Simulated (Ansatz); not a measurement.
**Fermi surface of TaRu (Pm-3m)**

```
CELL_PARAMETERS angstrom
3.14017 0.00000 0.00000
0.00000 3.14017 0.00000
0.00000 0.00000 3.14017
ATOMIC_POSITIONS crystal
Ta 0.50000 0.50000 0.50000
Ru 0.00000 0.00000 0.00000
```

Conventional cell: a = 3.140 Å, b = 3.140 Å, c = 3.140 Å, α = 90.00°, β = 90.00°, γ = 90.00°. Ta (atom 1) is surrounded by 8 Ru at 2.72 Å. Ru (atom 2) is surrounded by 8 Ta at 2.72 Å.

Unless marked otherwise, the numbers come from PBEsol, all-electron LAPW in Ansatz 0.2.0, scalar-relativistic. k mesh 10×10×10, fine mesh 16×16×16, Fermi-Dirac smearing of 0.050 eV, basis error target 1 meV/atom. The cell was relaxed by PAW under this functional, which moved its volume by -4 % from the database entry's.

Levels and slopes are solved on a 16×16×16 mesh, and each state is taken as quadratic over its cell.

Task: What is the density of states at the Fermi level, and which bare Sommerfeld coefficient follows?

Result: N(E_F) = 1.88 states/eV/atom (both spins), so γ = (π²/3) k_B² N(E_F) = 4.43 mJ/(mol-atom K²) without electron-phonon or spin-fluctuation enhancement.

Task: What Drude plasma energy and σ/τ do the band velocities give?

Result: (ħω_p,α)² = (e²/ε₀VN_k) Σ_nkσ (∂E/∂k_α)² δ(E − E_F) gives ħω_p = (6.52, 6.52, 6.52) eV along x, y, z, and σ/τ = ε₀ω_p² = 8.7×10²⁰ Ω⁻¹m⁻¹s⁻¹ along x. Weighted by the density of states, the mean Fermi speed is 0.306×10⁶ m/s; the surface has an area of 30.3 Å⁻² for each spin direction.

Task: Which bands cross the Fermi level, and what do they carry?

Result: 

```csv
band,filled part,N (states/eV/cell),speed (10⁶ m/s),5th to 95th percentile,area (Å⁻²),filling
1,1.00,0.149,0.2,0.07 to 0.61,0.785,nearly full
2,0.44,2.56,0.318,0.06 to 0.73,21.4,partly filled
3,0.07,1.03,0.289,0.16 to 0.59,7.85,nearly empty
4,0.00,0.0237,0.361,0.22 to 0.59,0.225,nearly empty
```

Task: Map the plane k₃ = 0 of the mesh: how many bands lie under the Fermi level at each point, counted from the least on the plane?

Result: k₁ runs to the right and k₂ upwards, each from −½ to ½ with 0 in the middle (the axes needn't be at right angles):
```
1112233323332211
2112222222222211
2222222222222222
2222212222212222
3322111111111223
3322211111112223
3322211111112223
4222211111112222
3322211111112223
3322211111112223
3322111111111223
2222212222212222
2222222222222222
2112222222222211
1112233323332211
0122233343332221
```

Task: On PAW files the program sums the optical response inside the mesh cells, interband lines and its own Drude term. Where does ε₁ rise through zero (a sharp plasmon if ε₂ is small there), and how much light is reflected?

Result: 

```
Fine mesh                         : 16, 16, 16
Window top                        : 30 eV
Line width                        : 0.1 eV
Drude damping                     : 0.03 eV
ε₁ rises through zero at x        : 1.67, 12.9, 15.84, 21.98, 24.51 eV
ε₂ there x                        : 16.03, 2.64, 1.43, 0.77, 0.51
Plasma energy (x, y, z)           : 6.392, 6.392, 6.392 eV
Reflectivity at 1 eV, x-polarised : 0.8429
Reflectivity at 2 eV, x-polarised : 0.4578
Reflectivity at 3 eV, x-polarised : 0.586
```

The plasma energy here is the program's own sum at the run's smearing; it differs from the value above by up to 2 %, through mesh and smearing.

Task: What does PAW give for the same cell?

Result: N(E_F) = 1.88 states/eV/atom and ħω_p,x = 6.52 eV.

Caveats: no spin-orbit coupling on heavy atoms; large density of states at the Fermi level, a magnetic or distorted state may lie lower; these sums move with the mesh, by several per cent and more for small sheets; frozen-core PAW files fitted under PBE, their cores solved anew for the functional of the run.
